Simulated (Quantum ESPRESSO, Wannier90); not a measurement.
**W (bcc (W type)), plane waves to Wannier functions**

Materials Project entry mp-91; symmetrised, unrelaxed at this level. This is the element's usual structure. Method: PBEsol plane waves in Quantum ESPRESSO 7.5 (PseudoDojo norm-conserving files, 60 Ry, no spin polarisation, no spin-orbit coupling), Bloch states on a 12×12×12 mesh through Γ, Wannier90 4.0.1. Density: 18×18×18 mesh, cold smearing 0.01 Ry. Spin-orbit coupling is left out although heavy elements are present.

On the energy scale of pw.x, whose zero is arbitrary, the Fermi level lies at 22.24 eV.

Isolated groups of bands, relative to the Fermi level (bands from 5 on overlap up to the last one computed):

```
bands  from (eV)  to (eV)  filling  weight on atomic waves
-----  ---------  -------  -------  ----------------------
1         -74.17   -73.94   filled               W 5s 97 %
2–4       -39.00   -37.73   filled               W 5p 99 %
```

Input w.win:

```
num_bands = 21
num_wann = 9
num_iter = 800
conv_tol = 1.0e-6
conv_window = 4
dis_num_iter = 1000
dis_conv_tol = 1.0e-6
dis_froz_max = 23.74
write_hr = true
write_u_matrices = true
begin projections
W: s;p;d
end projections
begin unit_cell_cart
ang
   -1.5851600000    1.5851600000    1.5851600000
    1.5851600000   -1.5851600000    1.5851600000
    1.5851600000    1.5851600000   -1.5851600000
end unit_cell_cart
begin atoms_frac
W    0.0000000000  0.0000000000  0.0000000000
end atoms_frac
mp_grid = 12 12 12
begin kpoints
0.0000000000 0.0000000000 0.0000000000
0.0000000000 0.0000000000 0.0833333333
0.0000000000 0.0000000000 0.1666666667
... (1725 more lines: the 12x12x12 mesh through Gamma)
end kpoints
```

The run ends without an error message, but its bands miss those of pw.x by 241 meV rms and 2.62 eV at worst (states up to 1.0 eV relative to the Fermi level).

**Question.** What is the mistake?

**Answer.** Exclude_bands left out, so deeper bands stay in. With that mended (9 functions from bands 5-21 of the 21 computed, start hydrogen-like W: s;p;d, frozen window up to 1.50 eV relative to the Fermi level, outer window open) the misfit is 2.5 meV rms.
